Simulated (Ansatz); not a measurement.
# Si3N4 — 14N nuclear quadrupole resonance

Cell: an entry of the Crystallography Open Database (COD), whose atoms a relaxation with PBE at fixed cell left in place.

Space group I-43d (No. 220); a = 6.4747 Å.

| site | Wyckoff | site symmetry | x | y | z |
| --- | --- | --- | --- | --- | --- |
| Si | 12b | -4.. | 0.3750 | 0.5000 | 0.7500 |
| N | 16c | .3. | 0.2814 | 0.2814 | 0.2814 |

One atom of each set is listed; the run and its k-mesh use a cell of 14 atoms with edges of 5.61, 5.61, 5.61 Å.

Computed with Ansatz: DFT, PBE, plane waves and PAW (field gradients read without the response of the frozen cores, which leaves them typically 4 to 6 % off), scalar-relativistic, 420 eV cutoff, Γ-centred 6×6×6 k-points, Fermi–Dirac smearing 0.02 eV.

14N: I = 1, Q = 20.44 mb (year-2017 value). Static lattice, zero field.

Question: At which frequencies do the 14N NQR lines lie?

Answer: For I = 1 the lines are ν± = (3/4)|C_Q|(1 ± η/3) and ν₀ = |C_Q|η/2.

```json
{"site": "N", "atoms": "8", "V_zz (10²¹ V/m²)": "-5.98", "C_Q (MHz)": "-2.96", "η": "0.00", "line frequencies (MHz)": "2.22"}
```

An axis of threefold or higher order runs through N, so V_zz lies along it and η is zero.
